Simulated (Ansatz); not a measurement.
Consider the following.

Ga2S3:
```
Ga2S3
1.0
    5.62680     3.22886     0.00000
   -5.62680     3.22886     0.00000
   -3.64436     0.00000     6.04646
Ga S
4 6
Direct
  0.86327   0.26946   0.38052
  0.73054   0.13673   0.88052
  0.55348   0.64162   0.37068
  0.35838   0.44652   0.87068
  0.57298   0.25294   0.49745
  0.74706   0.42702   0.99745
  0.24007   0.58574   0.48796
  0.41426   0.75993   0.98796
  0.08818   0.09024   0.01437
  0.90976   0.91182   0.51437
```

This is the r²SCAN-relaxed structure. x, y and z are the axes in which the lattice vectors are written.

Task: All from r²SCAN (plane waves, PAW; program Ansatz), unless another level is named. Give the HSE06 gap on the r²SCAN cell.

Result: 2.95 eV.

Task: Next, the gap with spin–orbit coupling?

Result: 2.32 eV.

Task: And the hole effective mass?

Result: 0.48, 2.3, 12 mₑ (principal values).

Task: Next, the valence-band maximum?

Result: on the Γ–C line, 20 % of the way from Γ (k = 0.073, 0.073, 0.000 in fractions of the reciprocal vectors).

Task: And the conduction-band minimum?

Result: at Γ.

Space group Cc. The first step of the workflow began from a Materials Project structure, measured or hypothetical; the Crystallography Open Database files this formula in space group No. 9, but the cells were not matched. Its standing as an ambient phase is unchecked. The cell was relaxed with r²SCAN under the symmetry of its start; its stability against distortions is not shown here. Scalar-relativistic: spin–orbit coupling is off unless named, which matters more the heavier the elements.

Potentials: the later of the program's two PAW sets.
